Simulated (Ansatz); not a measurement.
# C (diamond type) under strong compression

```yaml
crystal:
  lattice:
    - [0.00000, 1.78582, 1.78582]
    - [1.78582, 0.00000, 1.78582]
    - [1.78582, 1.78582, 0.00000]
  atoms:
    - { symbol: C, position: [0.87500, 0.87500, 0.87500] }
    - { symbol: C, position: [0.12500, 0.12500, 0.12500] }
```

The cell comes from a relaxation on PAW files under the same functional, begun from a prototype that needn't be the stable phase.

Its volume is scaled at fixed shape and fractional positions.

All numbers are PBE results (scalar-relativistic) from Ansatz 0.2.0, with a Γ-centred 18×18×18 k mesh, Fermi–Dirac smearing of 0.1 eV, no spin polarisation. Methods: LAPW: all electrons, basis error target 1 meV/atom; PAW: frozen-core files, cutoff 420 eV; crystal datasets: all electrons, by PAW datasets that the program makes for each cell; norm-conserving: pseudopotentials, cutoff 1116 eV; PAW (partial waves polarizable): frozen-core files, cutoff 420 eV.

Energies are extrapolated to zero smearing and count from the unscaled cell; pressure is positive in compression; gaps take the mesh and a band path. No temperature or zero-point motion is included.

```
V/V0  V (Å³/atom)  P LAPW (GPa)  ΔE LAPW (eV/atom)  P PAW − LAPW (GPa)  ΔE PAW − LAPW (meV/atom)  gap (eV)
1.00         5.70         -0.04              0.000                0.03                       0.0      4.13
0.95         5.41          24.4              0.021               -0.01                       0.0         –
0.85         4.84             ?              0.223               -0.09                      -0.2      4.50
0.75         4.27         209.4              0.746               -0.18                      -0.6         –
0.65         3.70         402.5              1.803               -0.23                      -1.4         –
0.55         3.13         743.7                  ?               -0.10                      -2.0         –
0.45         2.56          1393              7.446               -0.96                      -3.0      6.54
0.40         2.28          1945             10.381               -2.85                      -6.1      7.08
```

(1) Fill in "P LAPW (GPa)" for the row "0.85".

(2) What belongs in the row "0.55", column "ΔE LAPW (eV/atom)"?

(3) Fit the Vinet equation to the LAPW pressures over the whole range, with residuals weighted by 1/(|P| + 0.03·Pmax).

(4) From the table, what is the rise of the enthalpy H = E + pV up to the last row, and how stiff is the crystal between the last two rows?

(5) At the smallest volume, how far do crystal datasets and norm-conserving and PAW (partial waves polarizable) lie from LAPW in pressure?

(6) How do the Löwdin populations by LAPW change from the unscaled cell to the last row?

## Answers

(1) 94.7.

(2) 3.780.

(3) V0 = 5.70 Å³/atom, B0 = 422 GPa and B0′ = 3.90, and the fit misses no point by more than 13 GPa. A fit over so wide a range pins B0 less well than one near rest.

(4) ΔH = 10.381 eV + (1945 GPa × 2.28 Å³ + 0.04 GPa × 5.70 Å³) × 0.006242 eV/(GPa·Å³) = 38.04 eV/atom, of which pV makes 73 %. The mean bulk modulus there is −ΔP/Δln V = 4690 GPa.

(5) crystal datasets: -0.02 GPa; norm-conserving: +2.22 GPa; PAW (partial waves polarizable): -2.90 GPa, on a LAPW pressure of 1945 GPa.

(6) C 2s 0.95 → 0.65, C 2p 3.04 → 3.37 electrons an atom. These are projections on the shells that the free atoms fill; 0.03 e a cell lies outside them at the start and 0.03 e at the end.
